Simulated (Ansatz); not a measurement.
The relaxed structure here is a generated cell of BP: the first start was made by placing the elements on the sites of a structure type, and the end was not matched to a known phase here, so it may be hypothetical. Known forms of BP include space group No. 216.

The end point of a relaxation of BP. These are PBE (plane waves to 420 eV, PAW, scalar-relativistic; Ansatz, a quantum-chemistry and plane-wave program) values and carry that method's errors.

```cif
data_B3P3
_chemical_formula_sum 'B3 P3'
_space_group_name_H-M_alt 'P 1'
_space_group_IT_number 1
_cell_length_a 3.27880
_cell_length_b 3.27880
_cell_length_c 6.99537
_cell_angle_alpha 90.000
_cell_angle_beta 90.000
_cell_angle_gamma 120.000
loop_
_space_group_symop_operation_xyz
  'x, y, z'
loop_
_atom_site_label
_atom_site_type_symbol
_atom_site_fract_x
_atom_site_fract_y
_atom_site_fract_z
_atom_site_occupancy
B1 B 0.50000 0.00000 0.50000 1
B2 B 0.00000 0.50000 0.16667 1
B3 B 0.50000 0.50000 0.83333 1
P1 P 0.50000 0.00000 0.00000 1
P2 P 0.00000 0.50000 0.66667 1
P3 P 0.50000 0.50000 0.33333 1
```

Task: Find the space group and the Wyckoff positions (tolerance 0.01 Å).

Result: Space group P6₂22 (No. 180); a = 3.279 Å, b = 3.279 Å, c = 6.995 Å, α = 90.00°, β = 90.00°, γ = 120.00°

```json
[
 {"atom": "B", "site": "3d", "symmetry": "222", "x": "0.5000", "y": "0.0000", "z": "0.5000"},
 {"atom": "P", "site": "3c", "symmetry": "222", "x": "0.5000", "y": "0.0000", "z": "0.0000"}
]
```

Task: Give the shortest distances between elements (the closest pairs, up to four, under 3.6 Å).

Result: B–P 2.01 Å; B–B 2.85 Å; P–P 2.85 Å.

```yaml
volume_per_atom: 10.85 Å³
band_gap: "no clear gap: the sampled points leave 0.04 eV away from the symmetry points, which may be a band crossing missed between them"
smallest_direct_gap: 2.35 eV at 20 % of the way from Γ to A
```

No spin polarisation in the result.

The run could not lose the symmetry of its start: the end is stationary, and may be a saddle point rather than a minimum.
